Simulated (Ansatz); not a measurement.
TiSi2 in space group P6/mmm (No. 191; Ti on 1a, Si on 2d) under volume change, PBE in the plane-wave PAW code Ansatz, shape and atoms relaxed at each volume.

```csv
V (Å³/atom),E − E(relaxed) (meV/atom),P (GPa)
12.877,55.9,15.28
13.301,…,…
13.726,5.5,4.31
14.150,0.0,0.00
14.575,…,…
14.999,18.7,-6.65
15.424,39.7,-9.13
```

Task: Complete the blanks.

Result: 
- 14.575, E − E(relaxed) (meV/atom): 4.9
- 14.575, P (GPa): -3.63
- 13.301, E − E(relaxed) (meV/atom): 23.5
- 13.301, P (GPa): 9.37

Task: What does a third-order Birch–Murnaghan fit give for V₀, B₀ and B′?

Result: V₀ = 14.15 Å³/atom, B₀ = 130 GPa, B′ = 4.7.

The cell is a constructed one: a structure type filled with these elements; neither database checked (COD, Materials Project) lists it. It is not the phase usual at ambient conditions (space group No. 63, 70). The cell was relaxed with PBE under the symmetry of its start; whether a distortion lowers the energy is not shown. No spin polarisation was allowed.

Potentials: the later of the program's two PAW sets.
